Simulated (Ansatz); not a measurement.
Hf (hcp, Mg type)

```xyz
4
Lattice="6.4084 0.0000 0.0000 -1.6021 2.7749 0.0000 0.0000 0.0000 5.0691" Properties=species:S:1:pos:R:3 pbc="T T T"
Hf     0.0000     1.8500     3.8018
Hf     3.2042     1.8500     3.8018
Hf     1.6021     0.9250     1.2673
Hf     4.8063     0.9250     1.2673
```

The atoms are displaced by Q × the pattern below (from a DFPT mode at M = (0.5, 0.0, 0.0), largest move 1; Q in Å), at fixed cell. (q is in reciprocal vectors of the primitive cell; the cell shown is doubled to hold the pattern.)

```json
[
 {"atom": "Hf1", "x": "0.000", "y": "0.000", "z": "1.000"},
 {"atom": "Hf2", "x": "0.000", "y": "0.000", "z": "-1.000"},
 {"atom": "Hf3", "x": "0.000", "y": "0.000", "z": "1.000"},
 {"atom": "Hf4", "x": "0.000", "y": "0.000", "z": "-1.000"}
]
```

Level of theory: PBE (plane waves to 420 eV, PAW, scalar-relativistic; Ansatz, a program for electronic structure). k mesh 17×17×9 (Γ-centred), Fermi-Dirac smearing 0.05 eV. Energies are smeared free energies. Compression counts positive. With partly filled bands, energies and forces of such displacements shift with the k mesh and the smearing. Hf is run without spin polarisation. Hf was relaxed with its symmetry unable to fall. Spin-orbit coupling is left out, though Hf is heavy. The zero of ΔE is the undisplaced structure.

### Question
Predict the ΔE (meV/cell) and P (GPa) at Q (Å) = -0.060, 0.060, 0.090, 0.120, 0.150.

### Answer
| Q (Å) | ΔE (meV/cell) | P (GPa) |
|---|---|---|
| -0.060 | 25 | 0.1 |
| 0.060 | 25 | 0.1 |
| 0.090 | 58 | 0.1 |
| 0.120 | 106 | 0.2 |
| 0.150 | 169 | 0.4 |

(For displaced atoms, the force is minus the slope of the energy, and its curvature is a force constant, which sets phonon frequencies.)
